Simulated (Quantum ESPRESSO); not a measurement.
# Moving one atom in Al3MgN3O

These are calculations, not measurements. They come from pw.x of Quantum ESPRESSO 7.5, a plane-wave density functional program, with PseudoDojo standard norm-conserving files (v0.5 for PBE, v0.4.1 for LDA and PBEsol). The cells are made up: elements, strain and atom displacements were drawn at random, and nothing was relaxed. There is no spin polarisation, spin-orbit coupling or dispersion term.

The cell has 8 sites of a rocksalt lattice. Sites 1 to 4 hold Al Al Al Mg; sites 5 to 8 hold N N O N. Cell vectors in Å: (4.256, 0.000, 0.020); (0.000, 4.215, -0.030); (0.020, -0.030, 4.288). Settings: PBE, cutoff 1143 eV, 4 x 4 x 4 k mesh shifted by half a step, Fermi-Dirac smearing of 0.025 eV.

Each run shifts the Al atom on site 3 along y and leaves all else fixed. Site 6 is one of its nearest neighbours. E is the free energy of the cell above the lowest run shown. The last column is band 21 less band 20 at Gamma, from a band step after each run.

```
run  shift (Å)  Fy on site 3 (eV/Å)  Fy on site 6 (eV/Å)  P (GPa)  E (meV)  level step at Gamma (eV)
  1    -0.1559                0.563               -1.179   -12.45      0.0                     1.402
  3    -0.0151               -0.550               -0.964   -13.45      6.9                     1.359
  4     0.0486               -0.914               -1.002   -13.46     53.7                     1.350
  5     0.0637               -1.000               -1.013   -13.42     68.1                     1.348
  6     0.1179               -1.323               -1.038   -13.17    130.9                     1.345
  7     0.1502               -1.541               -1.033   -12.93    177.1                     1.345
  2    -0.1178                    ?                    ?        ?        ?                         ?
```

A rerun of one of these cells at 1437 eV and k mesh 6 x 6 x 6 moved values by no more than 0.004 eV in the cell's energy, 0.02 GPa in stress and 0.002 eV/Å in force.

## Worked fit

A parabola through the six runs shown gives Fy on site 3 = -0.613 - 6.74 u + 4.9 u² eV/Å, with u in Å and a scatter of 0.034 eV/Å. Minus the slope, 6.74 ± 0.92 eV/Å², is this atom's force constant along y at u = 0, with its periodic images moving too. The fitted force vanishes at u = -0.086 Å, where the energy should be lowest along this line. The error is the larger of the fit's own and the change that a cubic makes, rounded up.

## Withheld run

Question: what Fy on site 3 should run 2 give?

The fit gives 0.249 eV/Å. The calculation gave 0.189 eV/Å.

| run | shift (Å) | Fy on site 3 (eV/Å) | Fy on site 6 (eV/Å) | P (GPa) | E (meV) | level step at Gamma (eV) |
| --- | --- | --- | --- | --- | --- | --- |
| 2 | -0.1178 | 0.189 | -1.052 | -12.86 | -14.1 | 1.388 |